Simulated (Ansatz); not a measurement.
The relaxation started from an entry of Materials Project.

Phonons of a relaxed structure of Cd(HO)2 by density-functional perturbation theory (low response-accuracy setting, no LO–TO term) at Γ and zone-boundary points with q components 0 or ½ of the primitive reciprocal vectors. Computed with r2SCAN (plane waves to 500 eV, PAW, scalar-relativistic; Ansatz, a quantum-chemistry and plane-wave program). Γ-centred k-mesh 8×8×6, Fermi–Dirac smearing 0.05 eV.

```yaml
crystal:
  lattice:
    - [3.51743, 0.00000, 0.00000]
    - [-1.75872, 3.04619, 0.00000]
    - [0.00000, 0.00000, 4.65692]
  atoms:
    - { symbol: Cd, position: [0.00000, 0.00000, 0.00000] }
    - { symbol: H, position: [0.66667, 0.33333, 0.55570] }
    - { symbol: H, position: [0.33333, 0.66667, 0.44430] }
    - { symbol: O, position: [0.66667, 0.33333, 0.76276] }
    - { symbol: O, position: [0.33333, 0.66667, 0.23724] }
```

Space group P-3m1 (No. 164).

Task: Is this structure dynamically stable at those wavevectors?

Result: No instability shows at these points (nothing beyond 15i cm⁻¹, the threshold used here). Other wavevectors were not sampled, so this does not prove stability.

Task: Give the phonon wavenumbers.

Result: 
```tsv
q	wavenumbers (cm⁻¹; i marks imaginary)
Γ	0 (×3), 239 (×2), 256 (×2), 285, 384, 435 (×2), 779 (×2), 3751, 3775
M (½, 0, 0)	74, 86, 171, 192, 247, 279, 306, 352, 356, 382, 579, 824, 847, 3756, 3763
A (0, 0, ½)	44 (×2), 74, 223 (×2), 268 (×2), 365, 380, 462 (×2), 770 (×2), 3753, 3789
L (½, 0, ½)	69, 78, 157, 240, 265, 295 (×2), 354, 377, 381, 611, 825, 827, 3756, 3762
```

No spin polarisation in the result.
